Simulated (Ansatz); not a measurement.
SiNi3:
```
SiNi3
1.0
    3.46435     0.00000     0.00000
    0.00000     3.46435     0.00000
    0.00000     0.00000     3.46435
Si Ni
1 3
Direct
  0.00000   0.00000   0.00000
  0.00000   0.50000   0.50000
  0.50000   0.00000   0.50000
  0.50000   0.50000   0.00000
```

Relaxed with r²SCAN.

Task: Map the electron localisation function on the plane through (0.000, 0.000, 0.000) spanned by u = [1, 1, 0] and v = [1, 0, 1] in lattice vectors, from DFT-r²SCAN in the program Ansatz with PAW potentials.

Result: x is the fraction of u, y of v (the angle between them is 60°; rows are the nearest grid lines); atoms in the plane: Si at (0.00, 0.00), Ni at (0.50, 0.50), Ni at (0.00, 0.50), Ni at (0.50, 0.00).
```
|9303774002489842004773039|
|3302686201258852102686203|
|0002687410124542101478620|
|3223687630001221000367863|
|7666787642000010000246787|
|7888876432110000001123467|
|4677764210011100011100124|
|0246642000000112211000000|
|0013431001100002220000110|
|2100220012221000220001222|
|4210010012454210010012454|
|8520011002588520011002588|
|8852001100258852001100258|
|4542100100124542100100124|
|2221000220001222100220012|
|0110000222000011001343100|
|0000001122110000002466420|
|4210011100011100124677764|
|7643211000000112346788887|
|7876420000100002467876667|
|3687630001221000367863223|
|0268741012454210147862000|
|3026862012588521026862033|
|9303774002489842004773039|
```
Scale: ten equal steps from 0.176 (start of '0') to 0.724 (end of '9'), in the order '0123456789'; x runs from 0.000 to 1.00, y from 0.000 (bottom) to 1.00 (top).

The density is the valence pseudo-density with augmentation charge, so density and ELF within about 1 Å of a nucleus are not all-electron values.

Space group Pm-3m (Cu3Au type). The cell was relaxed with r²SCAN under the symmetry of its start; of distortions, only those at the zone centre were tested. The workflow began spin-polarised and lost its moments.

Potentials: the later of the program's two PAW sets.
